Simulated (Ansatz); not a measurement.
Li$_{5}$Sn$_{2}$:
```
Li5Sn2
1.0
    2.35689     1.36075     6.56422
   -2.35689     1.36075     6.56422
    0.00000    -2.72151     6.56422
Sn Li
2 5
Direct
  0.07311   0.07311   0.07311
  0.92689   0.92689   0.92689
  0.50000   0.50000   0.50000
  0.21341   0.21341   0.21341
  0.78659   0.78659   0.78659
  0.35436   0.35436   0.35436
  0.64564   0.64564   0.64564
```

Relaxed with r²SCAN.

Task: Give the Bader charges and basin volumes of the independent atoms, r²SCAN in the plane-wave PAW code Ansatz.

Result: 

```
atom  Bader charge (e)  Bader volume (Å³)
----  ----------------  -----------------
Sn1              -2.13               53.1
Li3              +0.86                4.3
Li4              +0.84                3.9
Li6              +0.85                4.0
```

Space group R-3m. The workflow started from an entry of the Crystallography Open Database (COD). Its standing as an ambient phase is unchecked. The r²SCAN relaxation kept the symmetry of its start; its stability against distortions is not shown here. Scalar-relativistic: spin–orbit coupling is off unless named, which matters more the heavier the elements.

Potentials: the later of the program's two PAW sets.
